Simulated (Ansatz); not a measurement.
Harmonic vibrational thermodynamics of InAs (zinc blende, F-43m) at fixed volume, r²SCAN in the plane-wave PAW code Ansatz. The rows extrapolate the 0 K crystal and know nothing of melting or changes of phase.

```json
[
 {"T (K)": "50", "F_vib (meV/atom)": "25.9", "S (J/K per mol of atoms)": "6.1", "C_V (J/K per mol of atoms)": "9.3"},
 {"T (K)": "100", "F_vib (meV/atom)": "20.3", "S (J/K per mol of atoms)": "15.3", "C_V (J/K per mol of atoms)": "17.1"},
 {"T (K)": "200", "F_vib (meV/atom)": "-3.3", "S (J/K per mol of atoms)": "29.2", "C_V (J/K per mol of atoms)": "22.4"},
 {"T (K)": "300", "F_vib (meV/atom)": "___", "S (J/K per mol of atoms)": "___", "C_V (J/K per mol of atoms)": "23.8"},
 {"T (K)": "400", "F_vib (meV/atom)": "-82.4", "S (J/K per mol of atoms)": "___", "C_V (J/K per mol of atoms)": "___"},
 {"T (K)": "600", "F_vib (meV/atom)": "-187.7", "S (J/K per mol of atoms)": "___", "C_V (J/K per mol of atoms)": "___"},
 {"T (K)": "800", "F_vib (meV/atom)": "-310.4", "S (J/K per mol of atoms)": "62.5", "C_V (J/K per mol of atoms)": "24.8"},
 {"T (K)": "1000", "F_vib (meV/atom)": "-446.0", "S (J/K per mol of atoms)": "68.1", "C_V (J/K per mol of atoms)": "24.8"}
]
```

### Question
Complete the blanks.

### Answer

- 300, S (J/K per mol of atoms): 38.6
- 300, F_vib (meV/atom): -38.7
- 400, S (J/K per mol of atoms): 45.5
- 400, C_V (J/K per mol of atoms): 24.3
- 600, C_V (J/K per mol of atoms): 24.6
- 600, S (J/K per mol of atoms): 55.4

The r²SCAN relaxation kept the symmetry of its start; phonons on a q-mesh show no instability.

Potentials: the later of the program's two PAW sets.
